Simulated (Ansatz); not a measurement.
Input:

Zn:
```
CELL_PARAMETERS angstrom
      2.68828     0.00000     0.00000
     -1.34414     2.32812     0.00000
      0.00000     0.00000     4.78636
ATOMIC_POSITIONS crystal
  Zn 0.33333 0.66667 0.75000
  Zn 0.66667 0.33333 0.25000
```

This is the PBE-relaxed structure. Cartesian axes are those of the cell as given.

**Question.** All from the program Ansatz at the PBE level (PAW), unless another level is named. Give the Hill bulk and shear moduli.

**Answer.** 68.8 and 21.3 GPa.

**Question.** And the elastic constants (relaxed ions, GPa)?

**Answer.** C11 = 120, C12 = 53.1, C13 = 63.8, C33 = 63.7, C44 = 25.9.

Space group P6_3/mmc (hcp (Mg type)). The PBE relaxation kept the symmetry of its start. As this level gives no gap, shear constants depend on the k-mesh and smearing (Fermi–Dirac, 0.1 eV here). On the denser mesh and wider smearing of the elastic run this cell carries a stress of 1.3 GPa.

Potentials: the later of the program's two PAW sets.
